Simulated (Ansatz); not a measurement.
Structure types of W were relaxed at one common pressure (all-electron LAPW in Ansatz 0.2.0 under PBEsol, scalar-relativistic, no spin polarisation, zero temperature). They take these volumes:

| type | space group | V (Å³/atom) |
| --- | --- | --- |
| fcc | Fm-3m | 13.09 |
| bcc | Im-3m | 13.01 |
| hcp | P6_3/mmc | 13.11 |
| sc | Pm-3m | 14.07 |
| diamond | Fd-3m | 16.84 |
| simple hexagonal | P6/mmm | 13.54 |

At about which pressure, and is the densest type also the lowest in enthalpy?

88 GPa. The densest is bcc, and it is also the lowest in enthalpy among these.
